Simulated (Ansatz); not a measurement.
How far is PAW off for LuPd?

```
Lu Pd
1.0
     3.41500    0.00000    0.00000
     0.00000    3.41500    0.00000
     0.00000    0.00000    3.41500
Lu Pd
1 1
Direct
  0.00000 0.00000 0.00000
  0.50000 0.50000 0.50000
```

Atom numbers follow the list: Lu1, Pd2.

The cell is COD entry 1538201, as deposited and not checked against the literature; nothing was relaxed.

Spin polarisation is left out, and whether a magnetic state lies lower isn't shown here.

Spin–orbit coupling is left out, though it moves levels of the heavy atoms by tenths of an eV or more.

Methods: DFT, PBEsol, PAW with Ansatz's default frozen-core files, scalar-relativistic (Ansatz 0.2.0); DFT, PBEsol, all-electron PAW with datasets made for the crystal, scalar-relativistic (Ansatz 0.2.0); DFT, PBEsol, all-electron LAPW, scalar-relativistic (Ansatz 0.2.0).

For PAW: a Γ-centred 10×10×10 k mesh, Fermi–Dirac smearing of 0.05 eV, cutoff 420 eV, no spin polarisation; the PAW files were made with PBE, and the program remakes their frozen cores for this functional. The crystal-made all-electron datasets (AE datasets) take a cutoff of 340 eV at this cell. LAPW targets a basis error of 0.5 meV/atom. The Ansatz runs share mesh, smearing and spin set-up. Plane-wave (PAW) pressures include the program's estimate of the Pulay term.

Stress and pressure are positive in compression.

Levels count from the Fermi level.

```
                      quantity     PAW  AE datasets    LAPW
                pressure (GPa)   -2.20        -2.20   -2.20
highest filled level at X (eV)  -0.888       -0.889  -0.889
  lowest empty level at X (eV)   0.399        0.400   0.400
highest filled level at Γ (eV)  -2.871       -2.871  -2.871
  lowest empty level at Γ (eV)   1.684        1.685   1.685
```
